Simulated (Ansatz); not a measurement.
Relaxed-ion elastic tensor of Sc (hcp (Mg type), space group No. 194) in GPa (Voigt order), plane-wave PAW PBE (Ansatz code); density 3.03 g/cm³, 24.63 Å³ per atom.

```
98.5  38.0  29.0   0.0   0.0   0.0
38.0  98.5  29.0   0.0   0.0   0.0
29.0  29.0   100   0.0   0.0   0.0
 0.0   0.0   0.0  30.9   0.0   0.0
 0.0   0.0   0.0   0.0  30.9   0.0
 0.0   0.0   0.0   0.0   0.0  30.2
```

Question: Is the crystal mechanically stable?

Answer: Yes: the smallest eigenvalue of C is 30.2 GPa.

Question: Work out the Voigt, Reuss and Hill averages.

Answer: K_V = 54.3, K_R = 54.3, K_H = 54.3; G_V = 31.8, G_R = 31.6, G_H = 31.7 GPa.

Question: Give Young's modulus, Poisson's ratio, Pugh's ratio and the universal anisotropy index.

Answer: E = 9KG/(3K + G) = 79.6 GPa; ν = 0.26; K/G = 1.71 (near the Pugh limit of 1.75, no verdict); A_U = 5G_V/G_R + K_V/K_R − 6 = 0.03.

Question: Estimate the sound speeds and the Debye temperature.

Answer: v_l = √((K + 4G/3)/ρ) = 5650 m/s, v_t = √(G/ρ) = 3230 m/s, mean 3590 m/s; Θ = (h/k)(3n/4πV)^(1/3) v_m = 368 K.

Question: How much does each axis shrink under pressure?

Answer: Linear compressibilities β_i = Σ_j S_ij (j = 1 to 3): x 5.9, y 5.9, z 6.6 per TPa.

Space group P6_3/mmc (hcp (Mg type)). The PBE relaxation kept the symmetry of its start. The run is not spin-polarised. As this level gives no gap, shear constants depend on the k-mesh and smearing (Fermi–Dirac, 0.1 eV here). On the denser mesh and wider smearing of the elastic run this cell carries a stress of 0.4 GPa.

Potentials: the later of the program's two PAW sets.
